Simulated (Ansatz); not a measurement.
ZnO (wurtzite)

```cif
data_O2Zn2
_chemical_formula_sum 'Zn2 O2'
_space_group_name_H-M_alt 'P 1'
_space_group_IT_number 1
_cell_length_a 3.27991
_cell_length_b 3.27991
_cell_length_c 5.29408
_cell_angle_alpha 90.000
_cell_angle_beta 90.000
_cell_angle_gamma 120.000
loop_
_space_group_symop_operation_xyz
  'x, y, z'
loop_
_atom_site_label
_atom_site_type_symbol
_atom_site_fract_x
_atom_site_fract_y
_atom_site_fract_z
_atom_site_occupancy
Zn1 Zn 0.66667 0.33333 0.00214 1
Zn2 Zn 0.33333 0.66667 0.50214 1
O1 O 0.66667 0.33333 0.62306 1
O2 O 0.33333 0.66667 0.12306 1
```

Equation-of-state scan: isotropic scaling of the cell above, V₀ being its volume. The atoms relax within the cell's symmetry.

Calculation: PBE (plane waves to 420 eV, PAW, scalar-relativistic; Ansatz, a first-principles code). k mesh 12×12×6 (Γ-centred), Fermi-Dirac smearing 0.05 eV. Energies are smeared free energies. Stress and pressure are positive under compression. With the shape held, the modulus is that of even scaling; a crystal free to change shape is softer. The PAW data are Ansatz's earlier set. ZnO was relaxed with its symmetry unable to fall. The zero of ΔE is the relaxed starting cell.

The scan covers V/V₀ from 0.840 to 1.160 in 13 points.

Question: What is ΔE at V/V₀ = 0.840?

Answer: 174.4 meV/atom.

Question: What pressure does the cell carry at V/V₀ = 0.840?

Answer: 33.2 GPa.

Question: What is ΔE at V/V₀ = 1.160?

Answer: 97.2 meV/atom.

(Under strain, the slope of the energy per volume gives the stress and its curvature an elastic modulus.)
